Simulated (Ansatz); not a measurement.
**Computed properties of FeBiO3**

FeBiO₃:
```xyz
10
Lattice="4.7270 2.8519 0.0000 -4.7270 2.8519 0.0000 -3.4103 0.0000 4.5399" Properties=species:S:1:pos:R:3 pbc="T T T"
Bi     1.5319     3.6969     1.1071
Fe     0.0000     1.1670     0.0000
O     -7.0097     2.8622     3.5139
O      3.5994     2.8622     1.0261
O     -4.6900     1.5242     3.0970
Bi    -4.9422     3.6969     3.4328
Fe    -1.7052     4.0189     2.2700
O     -1.0338     2.8622     0.9012
O     -2.3765     2.8622     3.6388
O      1.2796     1.5242     1.4429
```
The run is spin-polarised; directions of the spins, atom by atom: 0 ↑ 0 0 0 0 ↓ 0 0 0.

Space group Ima2 (No. 46); conventional cell a = 7.559 Å, b = 5.678 Å, c = 5.704 Å, α = β = γ = 90.00°.

Method: DFT-PBEsol in the program Ansatz with PAW potentials. Structure relaxed to zero pressure with the same functional. Other levels are named where they apply.

**Cell and energy**

| Quantity | Value |
|---|---|
| Volume per atom | 12.24 Å³ |
| Density | 8.49 g/cm³ |
| Formation energy from the elements (no fitted shifts) | -1.22 eV/atom |

**Electronic structure**

| Item | Value |
|---|---|
| Band gap | 0.83 eV (direct) |
| Valence-band maximum | at V2 (k = 0.000, 0.500, 0.000 in fractions of the reciprocal vectors) |
| Conduction-band minimum | at V2 (k = 0.000, 0.500, 0.000 in fractions of the reciprocal vectors) (2 equivalent valleys) |

**Magnetism**

| Item | Result |
|---|---|
| Magnetic order | antiferromagnetic |
| Net moment | 0.00 μB per atom |

**Mechanics**

| Item | Value |
|---|---|
| Bulk modulus (Birch–Murnaghan fit) | 76.2 GPa |
| Pressure derivative B′ | 11.9 |

**Dielectric response**

| Item | Value |
|---|---|
| Electronic dielectric constant ε∞ (DFPT) | 14.3 (xx), 10.2 (yy), 13.7 (zz) |
| Born charges (a third of the trace) | Bi +4.60, Fe +4.07, O -2.94 to -2.79 e |

The start of the workflow was typed in or built on a structure type; neither database checked (COD, Materials Project) lists it. It is not the phase usual at ambient conditions (space group No. 161). Symmetry was held in the PBEsol relaxation, as lowered by the spin order; its stability against distortions is not shown here. Magnetic state: antiferromagnetic, chosen from 5 collinear starts compared on coarse meshes (ties went to the first, and starts can fall back to one state), not a proven ground state. No Hubbard U is applied. Point labels and valley counts follow the cell and symmetry of the run, lower than the named group. The references are the lowest solids computed at this level, not always the standard phases (solids in place of the gases). Spin–orbit coupling is left out wherever it is not named.

Potentials: the later of the program's two PAW sets.
